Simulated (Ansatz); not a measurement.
**Ca4IrN4, one structure, two calculations**

Cell: a computed structure from the Materials Project (it need not be an observed phase).

Space group P-1 (No. 2); a = 5.9902, b = 6.1526, c = 8.3832 Å, α = 88.79°, β = 72.28°, γ = 70.34°.

| site | Wyckoff | site symmetry | x | y | z |
| --- | --- | --- | --- | --- | --- |
| Ca1 | 2i | 1 | 0.7426 | 0.7823 | 0.8498 |
| Ca3 | 2i | 1 | 0.2029 | 0.7230 | 0.0132 |
| Ca5 | 2i | 1 | 0.0497 | 0.7337 | 0.4300 |
| Ca7 | 2i | 1 | 0.5752 | 0.2115 | 0.3799 |
| Ir | 2i | 1 | 0.6129 | 0.7096 | 0.2396 |
| N11 | 2i | 1 | 0.2950 | 0.9821 | 0.3752 |
| N13 | 2i | 1 | 0.7416 | 0.9470 | 0.1203 |
| N15 | 2i | 1 | 0.4104 | 0.5092 | 0.2102 |
| N17 | 2i | 1 | 0.1587 | 0.5336 | 0.6815 |

One atom of each set is listed.

First run. Computed with Ansatz: DFT, PBE, plane waves and PAW, scalar-relativistic, collinear spin, 420 eV cutoff, Γ-centred 5×5×4 k-points, Fermi–Dirac smearing 0.02 eV. Start moments as typed (μB): 1 on each Ir, none on the rest.

```
site  V_zz (10²¹ V/m²)     η
 Ca1             -2.28  0.28
 Ca3              4.71  0.76
 Ca5              5.53  0.84
 Ca7              3.32  0.87
  Ir              25.4  0.98
 N11              5.05  0.66
 N13             -4.54  0.52
 N15              5.17  0.39
 N17             -1.35  0.47
```

Second run. The same atoms and settings, except that the mesh is 6×6×4 and the Fermi–Dirac smearing is 0.05 eV.

(1) Given the first result, estimate the second.

Results:

(1) 

```json
{"site": "Ca1", "V_zz": "-2.27", "η": "0.28", "change of V_zz": "+0.01"}
{"site": "Ca3", "V_zz": "4.72", "η": "0.76", "change of V_zz": "+0.01"}
{"site": "Ca5", "V_zz": "5.53", "η": "0.83", "change of V_zz": "0.00"}
{"site": "Ca7", "V_zz": "3.32", "η": "0.87", "change of V_zz": "0.00"}
{"site": "Ir", "V_zz": "25.3", "η": "0.97", "change of V_zz": "-0.02"}
{"site": "N11", "V_zz": "5.06", "η": "0.66", "change of V_zz": "+0.01"}
{"site": "N13", "V_zz": "-4.53", "η": "0.51", "change of V_zz": "+0.01"}
{"site": "N15", "V_zz": "5.14", "η": "0.38", "change of V_zz": "-0.03"}
{"site": "N17", "V_zz": "-1.35", "η": "0.47", "change of V_zz": "0.00"}
```

The largest change of V_zz is on N15, from 5.17 to 5.14. The whole tensor moves most on Ir, by 0.42 along its most changed direction. In per cent, |V_zz| changes by 0 on Ca, 0 on Ir, -1 to 0 on N (all sites that start above 2).

Spin–orbit coupling is left out, which shifts gradients on Ir by a few per cent in wide-gap crystals, and can shift them far more where the calculated gap is small or absent, as here. Semilocal functionals make gaps too small and can close them, so the real compound need not be a metal. The start moments die out, and the run ends without spin.
